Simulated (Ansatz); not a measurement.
SiMo:
```cif
data_MoSi
_chemical_formula_sum 'Mo1 Si1'
_space_group_name_H-M_alt 'Pm-3m'
_space_group_IT_number 221
_space_group_name_Hall '-P 4 2 3'
_cell_length_a 3.01982
_cell_length_b 3.01982
_cell_length_c 3.01982
_cell_angle_alpha 90.000
_cell_angle_beta 90.000
_cell_angle_gamma 90.000
loop_
_atom_site_label
_atom_site_type_symbol
_atom_site_symmetry_multiplicity
_atom_site_Wyckoff_symbol
_atom_site_fract_x
_atom_site_fract_y
_atom_site_fract_z
_atom_site_occupancy
Mo1 Mo 1 a 0.00000 0.00000 0.00000 1
Si1 Si 1 b 0.50000 0.50000 0.50000 1
```

Relaxed with PBEsol.

Q: Decompose the optical modes at the zone centre into irreducible representations, and say which are infrared and Raman allowed.

A: Point group m-3m: Γ_opt = T1u. Infrared: T1u. Raman: none.

Q: Assign frequencies (DFPT, DFT-PBEsol in the program Ansatz with PAW potentials).

A: T1u 289 cm⁻¹.

A made-up cell: these elements were put on the sites of a structure type; neither database checked (COD, Materials Project) lists it. Whether it is the stable phase at ambient conditions was not checked. Symmetry was held in the PBEsol relaxation; its stability against distortions is not shown here. The run is not spin-polarised. As this level gives no gap, phonon frequencies hold no LO–TO term and depend on the k-mesh and smearing (Fermi–Dirac, 0.1 eV here).

Potentials: the earlier of the program's two PAW sets. The files were generated under PBE; for other functionals the program regenerates the frozen cores, and for LDA and PBEsol the local potential too.
